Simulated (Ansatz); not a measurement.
Question: Hf (hcp (Mg type), space group No. 194) is relaxed with plane-wave PAW PBE (Ansatz code). What lattice parameters of the conventional cell result?

Answer: a = 3.205 Å, c = 5.067 Å.

Space group P6_3/mmc (hcp (Mg type)). Symmetry was held in the PBE relaxation. The run is not spin-polarised. Axis ratios of metals converge slowly with the k-mesh, so a and c are less sure than the volume. Scalar-relativistic: spin–orbit coupling is off unless named, which matters more the heavier the elements.

Potentials: the later of the program's two PAW sets.
